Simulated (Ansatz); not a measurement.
## PbS with Sc replacing Pb: gradients before and after relaxing the atoms

Start: a supercell of PbS (rock salt type, Fm-3m) built from a COD entry (the entry's cell lengths or inner coordinates differ somewhat from later room-temperature determinations), with all atoms left at the host's positions.

```
CELL_PARAMETERS angstrom
0.00000 8.89725 8.89725
8.89725 0.00000 8.89725
8.89725 8.89725 0.00000
ATOMIC_POSITIONS crystal
Sc 0.00000 0.00000 0.00000
Pb 0.00000 0.00000 0.33333
Pb 0.00000 0.00000 0.66667
Pb 0.00000 0.33333 0.00000
Pb 0.00000 0.33333 0.33333
Pb 0.00000 0.33333 0.66667
Pb 0.00000 0.66667 0.00000
Pb 0.00000 0.66667 0.33333
Pb 0.00000 0.66667 0.66667
Pb 0.33333 0.00000 0.00000
Pb 0.33333 0.00000 0.33333
Pb 0.33333 0.00000 0.66667
Pb 0.33333 0.33333 0.00000
Pb 0.33333 0.33333 0.33333
Pb 0.33333 0.33333 0.66667
Pb 0.33333 0.66667 0.00000
Pb 0.33333 0.66667 0.33333
Pb 0.33333 0.66667 0.66667
Pb 0.66667 0.00000 0.00000
Pb 0.66667 0.00000 0.33333
Pb 0.66667 0.00000 0.66667
Pb 0.66667 0.33333 0.00000
Pb 0.66667 0.33333 0.33333
Pb 0.66667 0.33333 0.66667
Pb 0.66667 0.66667 0.00000
Pb 0.66667 0.66667 0.33333
Pb 0.66667 0.66667 0.66667
S 0.16667 0.16667 0.16667
S 0.16667 0.16667 0.50000
S 0.16667 0.16667 0.83333
S 0.16667 0.50000 0.16667
S 0.16667 0.50000 0.50000
S 0.16667 0.50000 0.83333
S 0.16667 0.83333 0.16667
S 0.16667 0.83333 0.50000
S 0.16667 0.83333 0.83333
S 0.50000 0.16667 0.16667
S 0.50000 0.16667 0.50000
S 0.50000 0.16667 0.83333
S 0.50000 0.50000 0.16667
S 0.50000 0.50000 0.50000
S 0.50000 0.50000 0.83333
S 0.50000 0.83333 0.16667
S 0.50000 0.83333 0.50000
S 0.50000 0.83333 0.83333
S 0.83333 0.16667 0.16667
S 0.83333 0.16667 0.50000
S 0.83333 0.16667 0.83333
S 0.83333 0.50000 0.16667
S 0.83333 0.50000 0.50000
S 0.83333 0.50000 0.83333
S 0.83333 0.83333 0.16667
S 0.83333 0.83333 0.50000
S 0.83333 0.83333 0.83333
```

Atom numbers follow the list; atoms alike are taken as one site, whose name carries the number of the first.

Computed with Ansatz: DFT, PBE, plane waves and PAW, scalar-relativistic, 420 eV cutoff, Γ-centred 2×2×2 k-points, Fermi–Dirac smearing 0.01 eV, cell charge +1.

The largest force at the start is 1.4 eV/Å. Relaxing the ions at fixed cell moves them by 0.298 Å at most (atom 36, S) and 0.100 Å rms.

```csv
site,atom,moved (Å),first shell before,first shell after,V_zz before (10²¹ V/m²),η before
Sc,1,0.000,6 S at 2.97 Å,6 S at 2.67 Å,0.00,–
Pb2,2,0.020,6 S at 2.97 Å,6 S at 2.96–2.99 Å,-2.62,0.60
Pb5,5,0.008,6 S at 2.97 Å,6 S at 2.97 Å,-0.028,0.00
Pb15,15,0.020,6 S at 2.97 Å,6 S at 2.95–3.24 Å,7.20,0.00
S28,28,0.012,6 Pb at 2.97 Å,6 Pb at 2.96–2.97 Å,0.030,0.00
S30,30,0.298,"5 Pb at 2.97 Å, 1 Sc at 2.97 Å","1 Sc at 2.67 Å, 5 Pb at 2.97–3.24 Å",0.59,0.00
S32,32,0.019,6 Pb at 2.97 Å,6 Pb at 2.95–2.99 Å,-0.36,0.37
```

Question: What are V_zz and η after the relaxation?

Answer: 

| site | atom | V_zz after | η after | change of V_zz |
| --- | --- | --- | --- | --- |
| Sc | 1 | 0.00 | – | 0.00 |
| Pb2 | 2 | -3.31 | 0.65 | -0.69 |
| Pb5 | 5 | -0.15 | 0.00 | -0.13 |
| Pb15 | 15 | 15.48 | 0.00 | +8.28 |
| S28 | 28 | 0.099 | 0.00 | +0.07 |
| S30 | 30 | -2.22 | 0.00 | -2.81 |
| S32 | 32 | -0.44 | 0.60 | -0.08 |

The largest change of V_zz is on Pb15, from 7.20 to 15.48. In per cent, |V_zz| changes by +26 to +115 on Pb (all sites that start above 0.5, bar those whose gradient vanishes or changes sign or whose main axis turns by over 40°). On Pb2, S32 V_xx and V_yy change places (or their axes turn by over 50°), so the two values of η hide a larger change. V_zz changes sign on S30 (same axis). Other sites without a gradient aren't listed.

The defect repeats with the cell of 54 atoms, so it feels its images: sites between two images don't show the values beside a lone defect, and zeros or small values of η there can come from the images' arrangement. A uniform background compensates the cell's charge. Spin–orbit coupling is left out, which shifts gradients on Pb by a few per cent in wide-gap crystals, and can shift them far more where the calculated gap is small or absent, as here.
Before: With a gap of 0.5 eV on this mesh, small gradients can still move by 0.1 × 10²¹ V/m² or more as the k-mesh gets denser. The neighbours have not yet relaxed around the defect (largest force 1.4 eV/Å), so a real crystal will differ.
After: The relaxation keeps the site symmetry m-3m of the start, so the impurity can't leave its site; a start off the site could end lower. With a gap of 0.6 eV on this mesh, small gradients can still move by 0.1 × 10²¹ V/m² or more as the k-mesh gets denser.
